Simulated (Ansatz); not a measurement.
input.yaml (Ansatz)

```yaml
crystal:
  lattice:
    - [4.6130432587, 0.0, 0.0]
    - [-2.3065216293, 3.9950126508, 0.0]
    - [0.0, 0.0, 3.0909039265]
  atoms:
    - { symbol: Se, position: [0.0, 0.0, 0.0] }
    - { symbol: Se, position: [0.3333333333, 0.6666666667, 0.5] }
    - { symbol: Se, position: [0.6666666667, 0.3333333333, 0.5] }
hamiltonian:
  xc: pbesol
  pseudopotentials:
    kind: paw
    azcp:
      Se: "pseudopotentials/Se.paw.azcp"
basis:
  ecutwfc: 420
  fft_grid_basis: typed
kpoints:
  mp_grid: { grid: [9, 9, 11], shift: [0, 0, 0] }
magnetization:
  spin_polarized: false
scf:
  occupations: { method: fermi_dirac, width: 0.1 }
  lower_state_search: "off"
output:
  stress: true
```

Terminal output

```
Warning: the record states the generating functional pbe (its physics header spells it `PBE`), which answers neither for hamiltonian.xc's functional nor for the pbesol family's — results may be inconsistent (PPs are generated against a specific XC)
Engine: ansatz 0.2.0, x86_64-unknown-linux-gnu
Pseudopotentials: kind: paw
Pseudopotential: Se, paw, valence charge 16, recommended cutoff 420 eV (normal) 
Functional definition: PBEsol
  exchange = pbesol_x
  correlation = pbesol_c
Crystal: 3 atoms, lattice volume = 56.963 Å³
Basis set: ecut = 420 eV, 1097 PW (Γ)
Bands: 28, of which v1, the nominal top of the filled ones, is band 24 counted from 1 (23 counted from 0)
Symmetry: 24 space group operations
Space group: P6/mmm (ITA 191), of the structure as read, at distance tolerance 3.8e-5 Å
k-points: 72 of 891
Non-local potential: Se, projectors of the file, l = 0: 2, l = 1: 2, l = 2: 3, l = 3: 1
PAW form: soft (Blöchl's): semilocal exchange-correlation on the pseudo side does not see the compensation charge
PAW frozen core: Se, regenerated for the run's functional, and the local potential with it (the file was generated under x = pbe(κ = 0.804, μ = 0.2195149727645171), c = pbe(β = 0.06672455060314922))
PAW one-centre angular grid: Se, 590 points (default); XC on 64 Gauss nodes
Initial density: superposition of atomic densities (neutral atoms: chi_scale 0, normalization atom), corrected by the library's trained network
Initial wavefunctions: pseudopotential atomic-orbital guess
Functional: x = pbesol(κ = 0.804, μ = 0.12345679012345678), c = pbesol(β = 0.046)
SCF iter   1: F=—  HF=-16271.132429 eV  |F-HF|=—  |Δ(HF+E_count)|=         —  Δρ=3.24e-3  dr2=7.04e-3  ethr=1.77e-3  ⟨swp⟩=5.2  Hψ=7787  notcnv=0
SCF iter   2: F=—  HF=-16271.130754 eV  |F-HF|=—  |Δ(HF+E_count)|=   1.67e-3  Δρ=2.11e-3  dr2=3.17e-3  ethr=1.47e-5  ⟨swp⟩=2.8  Hψ=4400  notcnv=0
SCF iter   3: F=—  HF=-16271.130963 eV  |F-HF|=—  |Δ(HF+E_count)|=   2.09e-4  Δρ=8.50e-4  dr2=6.74e-4  ethr=6.61e-6  ⟨swp⟩=1.0  Hψ=2016  notcnv=0
SCF iter   4: F=—  HF=-16271.130922 eV  |F-HF|=—  |Δ(HF+E_count)|=   4.02e-5  Δρ=2.03e-4  dr2=2.01e-5  ethr=1.40e-6  ⟨swp⟩=2.0  Hψ=2580  notcnv=0
SCF iter   5: F=—  HF=-16271.130924 eV  |F-HF|=—  |Δ(HF+E_count)|=   1.31e-6  Δρ=3.76e-5  dr2=1.21e-6  ethr=4.18e-8  ⟨swp⟩=2.2  Hψ=2736  notcnv=0
SCF iter   6: F=—  HF=-16271.130923 eV  |F-HF|=—  |Δ(HF+E_count)|=   3.91e-7  Δρ=1.79e-5  dr2=2.07e-7  ethr=2.53e-9  ⟨swp⟩=2.0  Hψ=3734  notcnv=0
SCF iter   7: F=-16271.130923 eV  HF=-16271.130923 eV  |F-HF|=1.37e-8  |Δ(HF+E_count)|=   5.79e-8  Δρ=4.79e-6  dr2=1.79e-8  ethr=2.08e-10  ⟨swp⟩=4.1  Hψ=7533  notcnv=0
SCF 1 converged in 7 iterations: F = -16271.130923 eV  dr2 = 1.79e-8
SCF converged after 7 iterations
Free energy (F): -16271.130923 eV
Harris-Foulkes:  -16271.130923 eV  (|F-HF|=1.37e-8)
Internal energy: -16271.073093 eV  (E = F + TS)
E sigma→0 (E₀):  -16271.102008 eV
Entropy (-TS):   -0.057830 eV (-19.277 meV/atom)
Fermi energy:    12.347937 eV
--- Per-component energies (eV) ---
  E_band       = -987.084403
  E_kinetic    = 353.500103
  E_local      = -6029.191490  (includes V_loc(G=0)·N_el)
  E_nonlocal   = -1772.523940
  E_hartree    = 3054.082992
  E_xc         = -309.916935
  E_vxc        = -294.158636  (∫ρ·V_xc dr)
  E_paw        = -5606.498253  (= ΣΔE_a)
  E_vpaw       = 647.131755  (= ΣTr[D̂ρ^β])
  E_aug_tail   = -0.001772  (compensation charges beyond the density's cutoff)
  E_ewald      = -5963.549149
  E_core_change = 3.025351  (= ΣΔE_core)
  E_smearing   = -0.057830  (= −TS)
  E_closure    = 0.000000  (closes the sum)
  Σ components = -16271.130923   (vs F -16271.130923, Δ=0.00e0)
--- Stress (GPa, compression-positive) ---
        3.627823      -0.000000       0.000000
       -0.000000       3.627823       0.000000
        0.000000       0.000000       3.569704
  P = ⅓ Tr σ = 3.6085 GPa (36.085 kbar)
```
